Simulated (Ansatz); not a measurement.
**MnB2H8 — field gradients at the nuclei**

The cell is a COD entry whose atoms were relaxed with PBE, the cell held.

```
CELL_PARAMETERS angstrom
5.55260 0.00000 0.00000
0.00000 5.55260 0.00000
0.00000 0.00000 6.07271
ATOMIC_POSITIONS crystal
Mn 0.00000 0.00000 0.50000
Mn 0.50000 0.50000 0.00000
B 0.25221 0.24779 0.25000
B 0.24779 0.74779 0.75000
B 0.74779 0.75221 0.25000
B 0.75221 0.25221 0.75000
H 0.22100 0.03094 0.21993
H 0.03094 0.77900 0.78007
H 0.77900 0.96906 0.21993
H 0.96906 0.22100 0.78007
H 0.27900 0.53094 0.71993
H 0.46906 0.27900 0.28007
H 0.72100 0.46906 0.71993
H 0.53094 0.72100 0.28007
H 0.35433 0.82833 0.91260
H 0.82833 0.64567 0.08740
H 0.64567 0.17167 0.91260
H 0.17167 0.35433 0.08740
H 0.14567 0.32833 0.41260
H 0.67167 0.14567 0.58740
H 0.85433 0.67167 0.41260
H 0.32833 0.85433 0.58740
```

Atoms are numbered from 1 in the order listed; like atoms form one site, named after its first atom.

The numbers come from a DFT calculation in Ansatz (PBE+U (U = 4.9 eV on Mn d), plane waves and PAW, scalar-relativistic, collinear spin, 420 eV cutoff, Γ-centred 5×5×5 k-points, Fermi–Dirac smearing 0.02 eV). Start moments as typed (μB): 5 -5 0 0 0 0 0 0 0 0 0 0 0 0 0 0 0 0 0 0 0 0 by atom.

Conventions: |V_zz| ≥ |V_yy| ≥ |V_xx|, η = (V_xx − V_yy)/V_zz, C_Q = eQV_zz/h. ν_Q = 3|C_Q|/[2I(2I − 1)].

Mn-55: I = 5/2, Q = 330.0 mb; B-11: I = 3/2, Q = 40.59 mb; ²H: I = 1, Q = 2.858 mb. Nuclear quadrupole moments: year-2017 set (Pyykkö).

```
site    atoms (order as listed)                         first shell  C_Q (MHz)     η  ν_Q (MHz)
  Mn                       1, 2                  8 H at 2.06–2.10 Å      -6.09  0.00      0.913
   B                 3, 4, 5, 6                       4 H at 1.23 Å      0.488  0.03      0.244
  H7     7, 8, 9, 10, 11, 12, …                       1 B at 1.23 Å      0.115  0.22      0.173
 H15  15, 16, 17, 18, 19, 20, …  1 B at 1.23 Å; also 1 Mn at 2.06 Å      0.112  0.24      0.167
```

An axis of threefold or higher order runs through Mn, so V_zz lies along it and η is zero. At H7 and H15 V_zz points along its bond to B (within 4°) in each case.

The lattice is static: at room temperature BH₄ may turn and average the couplings of its hydrogen. The magnetic order is the one that the run reached from its start moments, not necessarily the measured one.
